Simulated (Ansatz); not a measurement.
SiS₂ (SiS2 type, space group Ibam)

```
CELL_PARAMETERS angstrom
     -3.00985     4.69651     2.77260
      3.00985    -4.69651     2.77260
      3.00985     4.69651    -2.77260
ATOMIC_POSITIONS crystal
  S  0.87942 0.80545 0.68487
  S  0.37942 0.69455 0.07397
  S  0.62058 0.30545 0.92603
  S  0.12058 0.19455 0.31513
  Si 0.75000 0.75000 0.00000
  Si 0.25000 0.25000 0.00000
```

The slice is a (100) plane (indices of the conventional cell) through the point (0.879, 0.805, 0.685) (fractional), spanned by u = [110] and v = [101] in vectors of this cell: u (5.55 Å) and v (9.39 Å, at 90° to u). It covers one period; positions are fractions (u, v).

Level of theory: PBEsol (plane waves to 420 eV, PAW, scalar-relativistic; Ansatz, a first-principles code). k mesh 8×8×8. Near the nuclei the fields are pseudised (PAW); where an atom keeps semicore shells as valence, they peak there. SiS2 was relaxed with its symmetry unable to fall.

Q: Predict the map of the valence electron density on the slice.

A: 
```
|9999997755444444444455779999|
|9999886655444444444455668899|
|7777665544556666665544556677|
|5555554455667788776655445555|
|4433334466779999997766443333|
|3333334466889999998866443333|
|4444445566889999998866554444|
|5555555566778888887766555555|
|7766665555667777776655556666|
|8888776655555555555555667788|
|9999886655444444444455668899|
|9999886655333333333355668899|
|9999886644333333333344668899|
|8888775544445555554444557788|
|6666554455667777776655445566|
|5555444466778899887766444455|
|4444445577889999998877554444|
|4444446677999955999977664444|
|5555556688999999999988665555|
|6666667788889999998888776666|
|8888777777888888888877777788|
|9999887777777777777777778899|
|9999998866665555556666889999|
|0099997766554444445566779999|
```
Scale: ten equal steps from -3.00 (start of '0') to 0.07 (end of '9'), in the order '0123456789'. Values: log₁₀ of the valence density in e/Å³. The map has 14 points along u (two characters each, u = 0 at the left) and 24 along v (v = 0 in the bottom row). The scale is logarithmic, as a density can span decades between atoms and voids; values under 0.001 e/Å³ are set to 0.001.
